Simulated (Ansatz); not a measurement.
**Computed properties of ZrTiB$_{4}$**

ZrTiB₄:
```
CELL_PARAMETERS angstrom
      3.10088     0.00000     0.00000
      0.00000     3.40944     0.00000
      0.00000     0.00000     5.36847
ATOMIC_POSITIONS crystal
  Ti 0.00000 0.00000 0.00000
  B  0.50000 0.50000 0.16120
  B  0.00000 0.50000 0.32593
  Zr 0.50000 0.00000 0.50000
  B  0.00000 0.50000 0.67407
  B  0.50000 0.50000 0.83880
```

Space group Pmmm (No. 47); conventional cell a = 3.101 Å, b = 3.409 Å, c = 5.368 Å, α = β = γ = 90.00°.

Method: plane-wave PAW r²SCAN (Ansatz code). Structure relaxed to zero pressure with the same functional. Other levels are named where they apply.

**Cell and energy**

```
Property                                                       Value
-----------------------------------------------------  -------------
Volume per atom                                              9.46 Å³
Density                                                   5.33 g/cm³
Formation energy from the elements (no fitted shifts)  -1.05 eV/atom
```

**Electronic structure**

```
Item                                                                        Result
------------------------------------  --------------------------------------------
Electronic character                                             metallic (no gap)
Density of states at the Fermi level  0.10 states/eV per atom (mean over ±0.08 eV)
Gap with spin–orbit coupling                                       none (metallic)
```

**Mechanics**

```
Item                                 Result
----------------------------------  -------
Bulk modulus (Birch–Murnaghan fit)  246 GPa
Pressure derivative B′                  3.9
```

**Charges**

```
Quantity                                        Value
-------------  --------------------------------------
Bader charges  Ti +1.52, B -0.84 to -0.74, Zr +1.66 e
```

The start of the workflow was typed in or built on a structure type; neither database checked (COD, Materials Project) lists it. Whether it is the stable phase at ambient conditions was not checked. The r²SCAN relaxation kept the symmetry of its start; whether a distortion lowers the energy is not shown. The run is not spin-polarised. The references are the lowest solids computed at this level, not always the standard phases. Scalar-relativistic: spin–orbit coupling is off unless named, which matters more the heavier the elements.

Potentials: the earlier of the program's two PAW sets.
